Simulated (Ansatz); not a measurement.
Relaxed PtSe2 (CdI2 type):

```yaml
crystal:
  lattice:
    - [3.73915, 0.00000, 0.00000]
    - [-1.86957, 3.23820, 0.00000]
    - [0.00000, 0.00000, 4.62953]
  atoms:
    - { symbol: Pt, position: [0.00000, 0.00000, 0.00000] }
    - { symbol: Se, position: [0.66667, 0.33333, 0.27217] }
    - { symbol: Se, position: [0.33333, 0.66667, 0.72783] }
```

In each cell atom 2 (Se, nearest neighbour Pt at 2.500 Å; its periodic images, 3.7 Å or more away, move with it) moves by s·(-0.748, -0.432, -0.504) (towards the nearest neighbour), the rest being held.

The numbers are results of PBEsol-D3(BJ) (plane waves to 420 eV, PAW, scalar-relativistic; Ansatz, a first-principles code), not measurements. k mesh 12×12×8 (Γ-centred), Fermi-Dirac smearing 0.05 eV. E stands for the smeared free energy. With partly filled bands, energies and forces of such displacements shift with the k mesh and the smearing. PtSe2 is run without spin polarisation. PtSe2 was relaxed with its symmetry unable to fall. Spin-orbit coupling is left out, though Pt is heavy. ΔE is measured from the undisplaced structure.

Successive frames, forces in eV/Å:

```csv
frame,ΔE (eV/cell),F on Pt1,F on Se2,F on Se3
s = -0.200 Å,0.125,"(0.833, 0.481, 0.544)","(-0.671, -0.388, -0.717)","(-0.162, -0.093, 0.173)"
s = -0.100 Å,0.037,"(0.497, 0.287, 0.325)","(-0.454, -0.262, -0.445)","(-0.043, -0.025, 0.121)"
s = 0.000 Å,0.000,"(0.000, 0.000, 0.000)","(0.000, 0.000, -0.009)","(0.000, 0.000, 0.009)"
s = 0.100 Å,0.049,"(-0.712, -0.411, -0.484)","(0.742, 0.428, 0.635)","(-0.030, -0.017, -0.151)"
```

Problem. What are the energy and the forces in the next frame, s = 0.200 Å?

Solution. ΔE (eV/cell) = 0.228.

| atom | Fx | Fy | Fz |
|---|---|---|---|
| Pt1 | -1.730 | -0.999 | -1.187 |
| Se2 | 1.827 | 1.055 | 1.539 |
| Se3 | -0.097 | -0.056 | -0.352 |

(A displaced cell: forces are minus the slopes of the energy, force constants its curvatures, and phonons follow from these.)
